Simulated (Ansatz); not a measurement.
C:
Space group Fmmm (No. 69); a = 2.4563 Å, b = 4.2526 Å, c = 7.1522 Å, α = 90.00°, β = 90.00°, γ = 90.00°

```json
[
 {"atom": "C", "site": "8h", "symmetry": "m2m", "x": "0.0000", "y": "0.3333", "z": "0.0000"}
]
```
(The calculation used a cell of 2 atoms; values per cell refer to that cell.)

Relaxed at zero pressure with the program Ansatz at the r²SCAN level (PAW).

The volume is raised by 9 % and shape and atoms relax at that volume. What pressure results, and how do the axes share the change?

-0.9 GPa; a 0.1 %, b 0.1 %, c 8.8 %; the energy rises by 3 meV/atom.

Give the new structure.


Space group Fmmm (No. 69); a = 2.458 Å, b = 4.257 Å, c = 7.782 Å, α = 90.00°, β = 90.00°, γ = 90.00°

| atom | site | symmetry | x | y | z |
|---|---|---|---|---|---|
| C | 8h | m2m | 0.0000 | 0.3333 | 0.0000 |

The phase is kept; no other phase was compared at this pressure.

The first step of the workflow began from a Materials Project structure, measured or hypothetical; the Crystallography Open Database files this formula in space group No. 69, but the cells were not matched. It is not the phase usual at ambient conditions (space group No. 194, 227). The cell keeps a stress of up to 0.2 GPa. The cell was relaxed with r²SCAN under the symmetry of its start; whether a distortion lowers the energy is not shown. A crystal of weakly bound layers computed without a dispersion correction: the cell and the soft elastic constants depend strongly on that.

Potentials: the later of the program's two PAW sets.
